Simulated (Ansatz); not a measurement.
CsCuF$_{4}$:
```cif
data_Cs4Cu4F16
_chemical_formula_sum 'Cs4 Cu4 F16'
_space_group_name_H-M_alt 'I4/mcm'
_space_group_IT_number 140
_space_group_name_Hall '-I 4 2c'
_cell_length_a 6.20184
_cell_length_b 6.20184
_cell_length_c 12.26510
_cell_angle_alpha 90.000
_cell_angle_beta 90.000
_cell_angle_gamma 90.000
loop_
_atom_site_label
_atom_site_type_symbol
_atom_site_symmetry_multiplicity
_atom_site_Wyckoff_symbol
_atom_site_fract_x
_atom_site_fract_y
_atom_site_fract_z
_atom_site_occupancy
Cs1 Cs 4 a 0.00000 0.00000 0.25000 1
Cu1 Cu 4 d 0.00000 0.50000 0.00000 1
F1 F 16 l 0.14153 0.35847 0.10048 1
```
(The calculation used a cell of 12 atoms; values per cell refer to that cell.)

Relaxed with r²SCAN. The program Ansatz at the r²SCAN level (PAW) gives a gap of 2.07 eV.

What gap does HSE06 give on the same cell (Ansatz, PAW)?

4.16 eV, 2.08 eV more. The hybrid was solved on a coarser mesh and at special points; the gap given is the minimum over both.

Cost on shared cores: the r²SCAN run (SCF on a 6×6×6 mesh, then bands and DOS) around 7 core-minutes (rough), the HSE06 run (SCF on 4×4×4, then a few points) roughly 7 core-minutes; the tasks are unlike.

The workflow started from a Materials Project entry (that database holds measured and hypothetical structures alike); the Crystallography Open Database copy checked does not list it. Whether it is the stable phase at ambient conditions was not checked. The r²SCAN relaxation kept the symmetry of its start; whether a distortion lowers the energy is not shown. No spin polarisation was allowed. No Hubbard U is applied. Scalar-relativistic: spin–orbit coupling is off unless named, which matters more the heavier the elements.

Potentials: the later of the program's two PAW sets.
